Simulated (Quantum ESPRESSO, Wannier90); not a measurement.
# GaN (wurtzite): Wannier90 run

```
begin unit_cell_cart
ang
    3.1889298307    0.0000000000    0.0000000000
   -1.5944649154    2.7616942443    0.0000000000
    0.0000000000    0.0000000000    5.1923600000
end unit_cell_cart
begin atoms_frac
Ga  -0.3333333333  0.3333333333  0.4990800000
Ga   0.3333333333 -0.3333333333 -0.0009200000
N   -0.3333333333  0.3333333333 -0.1240800000
N    0.3333333333 -0.3333333333  0.3759200000
end atoms_frac
```

Materials Project entry mp-804; symmetrised, unrelaxed at this level. COD (Crystallography Open Database) has the formula in 2 space groups, this one among them (matched by group alone). Level: PBE, no spin polarisation, no spin-orbit coupling; pw.x of Quantum ESPRESSO at 68 Ry with PseudoDojo potentials, 12×12×6 k-points, Wannier90. Density: 12×12×6 mesh, cold smearing 0.01 Ry.

Bands 13-18 form an isolated set from -7.02 to 0.00 eV relative to the valence-band maximum (on the path) and are turned into 6 Wannier functions by minimising the spread from the start: atomic waves N 2p.

Centres (Cartesian, Å; one of the equivalent choices) and spreads:

```
n       x       y       z  spread (Å²)  nearest atom
-  ------  ------  ------  -----------  ------------
1  -1.594   0.937  -0.796        1.726            N3
2  -1.594   1.029  -0.563        1.713            N3
3  -1.594   0.795  -0.566        1.710            N3
4   1.594  -0.937   1.800        1.726            N4
5   1.594  -1.029   2.033        1.713            N4
6   1.594  -0.795   2.030        1.710            N4
```

Ω_I = 10.11 Å², Ω_total = 10.30 Å²; the interpolated bands follow pw.x to 1.5 meV rms on the path. Only this start was tried; a symmetric start can stop on a saddle, and mixtures of these functions could lower the total by at most Ω_total − Ω_I.
